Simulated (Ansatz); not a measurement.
CsPbBr3 (cubic perovskite)

```
CsPbBr3
1.0
    5.93781     0.00000     0.00000
    0.00000     5.93781     0.00000
    0.00000     0.00000     5.93781
Cs Pb Br
1 1 3
Direct
  0.00000   0.00000   0.00000
  0.50000   0.50000   0.50000
  0.00000   0.50000   0.50000
  0.50000   0.50000   0.00000
  0.50000   0.00000   0.50000
```

Equation-of-state scan: isotropic scaling of the cell above, V₀ being its volume. Symmetry pins the atoms to their sites.

The numbers are results of r2SCAN (plane waves to 500 eV, PAW, scalar-relativistic; Ansatz, an electronic-structure program), not measurements. k mesh 6×6×6 (Γ-centred), Fermi-Dirac smearing 0.05 eV. E stands for the smeared free energy. Compression counts positive. CsPbBr3 was relaxed with its symmetry unable to fall. Spin-orbit coupling is left out, though Pb is heavy. The PAW data are Ansatz's earlier set. This is a high-temperature form of CsPbBr3. The zero of ΔE is the relaxed starting cell.

```tsv
V (Å³/atom)	ΔE (meV/atom)
37.684	33.8
38.730	18.0
39.777	7.6
40.824	1.8
41.871	0.0
42.917	1.6
43.964	withheld
45.011	13.5
46.058	23.0
```

Fit a third-order Birch-Murnaghan form (E₀, V₀, B₀, B₀′ free) to the given rows and predict ΔE at V = 43.964.

Least squares on the 8 given rows: ΔE = E₀ + (9V₀B₀/16)·y²·[2 + (B₀′ − 4)y], y = (V₀/V)^(2/3) − 1, with V₀ = 41.870 Å³/atom, B₀ = 21.14 GPa (160.2 GPa = 1 eV/Å³; the term in eV is multiplied by 1000), B₀′ = 4.76, E₀ = -0.02 meV/atom; root-mean-square residual 0.02 meV/atom. At 43.964 the fit gives 6.3 meV/atom; the calculation gives 6.3 meV/atom, the same to the digits shown. For the pressure the fit gives -0.92 GPa against the computed -0.92 GPa.

(Under strain, the slope of the energy per volume gives the stress and its curvature an elastic modulus.)
